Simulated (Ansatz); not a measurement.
Computed with Ansatz 0.2.0, DFT LDA, scalar-relativistic, plane waves, PAW. Cutoff 420 eV, Γ-centred k meshes of 512 to 1728 points, fixed occupations in insulators, in metals Fermi–Dirac smearing of 0.15 eV (Gaussian, 0.2 eV, where magnetic), no spin polarisation. Some cells are trial structures made by swapping elements. Spin–orbit coupling is left out. Each crystal stands at its own equilibrium volume, in the symmetry named; CdC2 has imaginary modes at Γ and would distort.

Order these crystals by the electronic dielectric constant ε∞ (a third of the trace), lowest first.
A. Si (Fd-3m, 2 atoms in the cell, 19.7 Å³/atom, Si next to 4 Si)
B. CsH (Pm-3m, 2 atoms in the cell, 24.1 Å³/atom, Cs next to 8 H)
C. CdC2 (I4/mmm, 3 atoms in the cell, 15.1 Å³/atom, Cd next to 2 C)

## Answers

B (4.20), C (4.93), A (13.26).